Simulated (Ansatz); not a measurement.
Relaxed Tl (hcp, Mg type):

```
CELL_PARAMETERS angstrom
      7.21499     0.00000     0.00000
     -1.80375     3.12418     0.00000
      0.00000     0.00000     5.57674
ATOMIC_POSITIONS crystal
  Tl 0.16667 0.66667 0.75000
  Tl 0.66667 0.66667 0.75000
  Tl 0.33333 0.33333 0.25000
  Tl 0.83333 0.33333 0.25000
```

A phonon eigenvector at M = (0.5, 0.0, 0.0) is frozen into this cell: atom i moves by Q times the vector below, so Q is the largest atomic displacement, in Å. The cell is held. (q is in reciprocal vectors of the primitive cell; the cell shown is doubled to hold the pattern.)

| atom | x | y | z |
|---|---|---|---|
| Tl1 | 0.500 | -0.866 | 0.000 |
| Tl2 | -0.500 | 0.866 | 0.000 |
| Tl3 | 0.500 | -0.866 | 0.000 |
| Tl4 | -0.500 | 0.866 | 0.000 |

All values below come from PBE (plane waves to 420 eV, PAW, scalar-relativistic; Ansatz, a first-principles code). k mesh 15×15×9 (Γ-centred), Fermi-Dirac smearing 0.05 eV. The energy includes the smearing's −TS. With partly filled bands, energies and forces of such displacements shift with the k mesh and the smearing. Spin-orbit coupling is left out, though Tl is heavy. The PAW data are Ansatz's earlier set. The relaxed volume of Tl is well above the measured one; the method has no dispersion term. Tl was relaxed with its symmetry unable to fall. The zero of ΔE is the undisplaced structure. The last digit holds for this mesh only.

```
Q (Å)    ΔE (meV/cell)
-------  -------------
-0.2800          43.34
-0.2333          29.30
-0.1867          18.06
-0.1400           9.72
-0.0933       withheld
-0.0467           1.01
0.0000            0.00
0.0467            1.01
0.0933        withheld
0.1400            9.72
0.1867           18.06
0.2333           29.30
0.2800           43.34
```

Fit an even polynomial form (powers 2, 4, 6) to the given rows and predict ΔE at Q = 0.0933.

Least squares on the 11 given rows: ΔE = (461.4)·Q² + (1981)·Q⁴ + (-10400)·Q⁶, in meV/cell with Q in Å; root-mean-square residual 0.006 meV/cell. At 0.0933 the fit gives 4.16 meV/cell; the calculation gives 4.15 meV/cell, so the interpolation is off by 0.01 (+0.2 %). The quadratic term alone would give 4.02 meV/cell.

(A displaced cell: forces are minus the slopes of the energy, force constants its curvatures, and phonons follow from these.)
